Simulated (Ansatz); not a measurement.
Y4Ga12Pt in space group Im-3m (No. 229; Y on 8c, Ga on 12e, Ga on 12d, Pt on 2a), PBE (plane waves, PAW; program Ansatz), all energies at zero smearing, with the estimated change up to a 700 eV cutoff added, with one set of potentials and settings (totals compare only within such a set). Cell of 17 atoms (4 Y, 12 Ga, 1 Pt): -73324.677 eV.

```json
[
 {"element": "Y", "reference phase": "P6_3/mmc, 2 atoms in the cell", "E (eV/atom)": "-3848.6668"},
 {"element": "Ga", "reference phase": "Cmce, 4 atoms in the cell", "E (eV/atom)": "-3783.0209"},
 {"element": "Pt", "reference phase": "Fm-3m, 1 atoms in the cell", "E (eV/atom)": "-12523.0127"}
]
```

Formation energy per atom, worked out: (-73324.677 − 4×(-3848.6668) − 12×(-3783.0209) − 1×(-12523.0127))/17 = -0.632 eV/atom (-61 kJ per mol of atoms), at 0 K, without zero-point energy or fitted corrections.

The first step of the workflow began from a Materials Project structure, measured or hypothetical; the Crystallography Open Database copy checked does not list it. Whether it is the stable phase at ambient conditions was not checked. The cell was relaxed with PBE under the symmetry of its start; whether a distortion lowers the energy is not shown. No spin polarisation was allowed. The references are the lowest solids computed at this level, not always the standard phases. Scalar-relativistic: spin–orbit coupling is off unless named, which matters more the heavier the elements.

Potentials: the later of the program's two PAW sets.
